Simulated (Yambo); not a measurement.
```
KBr
1.0
    0.00000     3.18535     3.18535
    3.18535     0.00000     3.18535
    3.18535     3.18535     0.00000
K Br
1 1
Direct
  0.00000   0.00000   0.00000
  0.50000   0.50000   0.50000
```

KBr (rock salt, space group Fm-3m, No. 225): mean Im ε in 1 eV windows above the direct gap of 7.13 eV, for different electron-hole kernels (Yambo, broadening 0.15 eV, LDA (Quantum ESPRESSO, PseudoDojo norm-conserving, 72 Ry, scalar-relativistic) bands; 6×6×6 mesh, 3 valence and 7 conduction bands, static screening with 32 bands and a 4 Ry block, scissor 2.81 eV, Tamm-Dancoff; field along x).

```
window (eV)   independent quasiparticles  RPA (no attraction)  TDDFT, adiabatic LDA kernel  BSE
------------  --------------------------  -------------------  ---------------------------  ---
7.1 to 8.1                           0.6                  0.5                          0.6  3.8
8.1 to 9.1                           1.7                  1.1                          1.4  1.8
9.1 to 10.1                          4.2                  2.7                          3.3  2.5
10.1 to 11.1                         3.3                  2.7                          2.6  4.1
11.1 to 12.1                         3.1                  1.5                          1.6  2.0
12.1 to 13.1                         3.9                  2.5                          3.2  1.0
```

This run doesn't resolve bound excitons or single peaks, so only averages are given, and they too depend on the mesh; weight that the attraction moves below the gap isn't listed. All transitions below 14.73 eV are in the band window. The scissor comes from a G0W0 run whose convergence isn't established.

Spin-orbit splittings are left out.

Geometry relaxed with LDA.
